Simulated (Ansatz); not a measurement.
La₂O₃ (A-La2O3 type, space group P-3m1)

```cif
data_La2O3
_chemical_formula_sum 'La2 O3'
_space_group_name_H-M_alt 'P-3m1'
_space_group_IT_number 164
_space_group_name_Hall '-P 3 2"'
_cell_length_a 3.94027
_cell_length_b 3.94027
_cell_length_c 6.18799
_cell_angle_alpha 90.000
_cell_angle_beta 90.000
_cell_angle_gamma 120.000
loop_
_atom_site_label
_atom_site_type_symbol
_atom_site_symmetry_multiplicity
_atom_site_Wyckoff_symbol
_atom_site_fract_x
_atom_site_fract_y
_atom_site_fract_z
_atom_site_occupancy
La1 La 2 d 0.33333 0.66667 0.24739 1
O1 O 1 a 0.00000 0.00000 0.00000 1
O2 O 2 d 0.66667 0.33333 0.35472 1
```

Equation-of-state scan: isotropic scaling of the cell above, V₀ being its volume. The atoms relax within the cell's symmetry.

Method: PBE (plane waves to 420 eV, PAW, scalar-relativistic; Ansatz, an electronic-structure program). k mesh 10×10×6 (Γ-centred), Fermi-Dirac smearing 0.05 eV. The energy includes the smearing's −TS. With the shape held, the modulus is that of even scaling; a crystal free to change shape is softer. La2O3 is run without spin polarisation. La2O3 was relaxed with its symmetry unable to fall. The zero of ΔE is the relaxed starting cell.

```tsv
V (Å³/atom)	ΔE (meV/atom)
13.978	215.2
14.644	111.6
15.309	45.9
15.975	10.6
16.640	0.0
17.306	9.1
17.972	34.1
18.637	71.8
19.303	119.4
```

Problem. What is the fitted pressure derivative B₀′?

Solution. 4.4.

Problem. What bulk modulus at fixed cell shape B₀ follows from a third-order Birch-Murnaghan fit?

Solution. 118 GPa. Check by three points about V = 16.640 Å³/atom, step 0.666: d²E/dV² ≈ (10.6 − 2·0.0 + 9.1) meV / 0.666² = 0.0445 eV/Å⁶, and V·d²E/dV² × 160.2 = 119 GPa.

(Under strain, the slope of the energy per volume gives the stress and its curvature an elastic modulus.)
